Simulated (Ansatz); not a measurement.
WO2 in space group P4_2/mnm (No. 136; W on 2b, O on 4g) at seven volumes, PBEsol (plane waves, PAW; program Ansatz), shape and atoms relaxed at each. One row is withheld.

| V (Å³/atom) | P (GPa) |
|---|---|
| 9.945 | 36.26 |
| 10.273 | 22.13 |
| 10.601 | 10.14 |
| 10.929 | -0.02 |
| 11.256 | ? |
| 11.584 | -15.90 |
| 11.912 | -22.04 |

Problem. Fit the shown pressures and predict the withheld one.

Solution. P = (3/2)B₀(x^(7/2) − x^(5/2))[1 + (3/4)(B′ − 4)(x − 1)] with x = (V₀/V)^(2/3). Least squares on the six rows gives V₀ = 10.929 Å³/atom, B₀ = 311 GPa, B′ = 4.51. At V = 11.256, x = 0.9805 and P = -8.58 GPa. The run itself gave -8.62 GPa.

The first step of the workflow began from a Materials Project structure, measured or hypothetical; the Crystallography Open Database files this formula in space group No. 136, but the cells were not matched. Whether it is the stable phase at ambient conditions was not checked. The PBEsol relaxation kept the symmetry of its start; of distortions, only those at the zone centre were tested. The workflow began spin-polarised and lost its moments. No Hubbard U is applied. Scalar-relativistic: spin–orbit coupling is off unless named, which matters more the heavier the elements.

Potentials: the later of the program's two PAW sets.
